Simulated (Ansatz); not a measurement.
Al3Cu: how the energy converges with the cutoff

Al3Cu, Pm-3m, a = 3.924 Å. The structure is a Materials Project entry; whether it is the stable form wasn't checked. Ansatz: PBEsol, PAW, cutoff varied, Γ-centred 12×12×12 mesh on 4 atoms, Gaussian smearing 0.10 eV; no spin polarisation. Single points at one geometry, the cutoff alone changed; ΔE is the energy at zero smearing over the run at 500 eV. The runs up to 350 eV lie under the cutoff recommended for these PAW datasets.

| cutoff (eV) | ΔE (meV/atom) |
| --- | --- |
| 250 | ? |
| 300 | 92.25 |
| 350 | 9.06 |
| 420 | 0.80 |

Problem. Assume ΔE falls exponentially with the cutoff, fit y = ln ΔE against x, the cutoff in eV, to the other rows, and predict the missing value.

Solution. y = 4.525, 2.204, -0.223. Means x = 356.7, y = 2.1687; Σ(Δx)² = 7267, ΣΔxΔy = -285.2; the slope is their ratio. y = 16.17 − 0.03925 x, a factor of ten per 59 eV. At 250 eV this gives ΔE = 576.80 meV/atom. The run gave 705.29, a ratio of 0.82. Between neighbouring rows the decay runs from a factor of ten per 50 eV to one per 66 eV, so one exponential is only a rough guide.